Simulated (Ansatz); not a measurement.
An elastic tensor (GPa, Voigt order, standard axes) from the program Ansatz at the LDA level (PAW):

```
 200   144   101   0.0   0.0   0.0
 144   200   101   0.0   0.0   0.0
 101   101   334   0.0   0.0   0.0
 0.0   0.0   0.0  68.7   0.0   0.0
 0.0   0.0   0.0   0.0  68.7   0.0
 0.0   0.0   0.0   0.0   0.0  28.0
```

Problem. Pick the material that matches.
A. PbS, NiAs type
B. ZrN, NiAs type
C. SnPt, NiAs type
D. VN, NiAs type

Solution. C, SnPt, NiAs type

Space group P6_3/mmc (NiAs type). The first step of the workflow began from a Materials Project structure, measured or hypothetical; the Crystallography Open Database files this formula in space group No. 194, but the cells were not matched. Its standing as an ambient phase is unchecked. The cell was relaxed with LDA under the symmetry of its start; its stability against distortions is not shown here. No spin polarisation was allowed. As this level gives no gap, shear constants depend on the k-mesh and smearing (Fermi–Dirac, 0.1 eV here). Spin–orbit coupling is left out wherever it is not named.

Potentials: the later of the program's two PAW sets.
